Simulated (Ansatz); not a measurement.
The elements of this relaxed trial crystal are hidden behind letters.

```
lattice vectors (Å)
   5.0070    0.0000    0.0000
   0.0000    5.0070    0.0000
   0.0000    0.0000    5.0070
fractional positions
X 0.8489 0.6511 0.3489
X 0.6511 0.3489 0.8489
X 0.3489 0.8489 0.6511
X 0.1511 0.1511 0.1511
Z 0.1419 0.3581 0.6419
Z 0.3581 0.6419 0.1419
Z 0.6419 0.1419 0.3581
Z 0.8581 0.8581 0.8581
```

Method: DFT PBE, scalar-relativistic, plane waves, PAW in Ansatz. Plane waves to 420 eV, a 6×6×6 mesh through Γ for the 8-atom cell and 0.10 eV Gaussian smearing; no spin polarisation.

* Space group: P2_13 (No. 198)
* Conventional cell: a = 5.007 Å
* Volume per atom: 15.69 Å³
* Density: 8.77 g/cm³
* Energy over the elements: +0.07 eV/atom
* Gap on the 6×6×6 mesh of the 8-atom cell: 0 eV (a metal)

Energies are uncorrected and count from the elements' standard states at the same level.

Q: X is a p-block element of period 4 and Z is a d-block element of period 5. Which elements are they?

A: X = Ga, Z = Mo, so the formula is GaMo, here in the FeSi (B20) type. Density times volume gives a mean mass of 8.77 × 15.69/1.6605 = 82.9 u per atom, and this set has 82.8 u. Ga has 7 Mo at 2.54–2.75 Å and 6 Ga at 3.09 Å; around Mo lie 7 Ga at 2.54–2.75 Å and 6 Mo at 3.08 Å. Other sets within the hints have nearly the same mass, so mass alone doesn't settle it; this one was computed.

Symmetry constrained the relaxation, so the result can be a saddle point. Another cell of the same search, in P4/nmm, lies 138 meV/atom lower, so this cell isn't the stable form at this level.
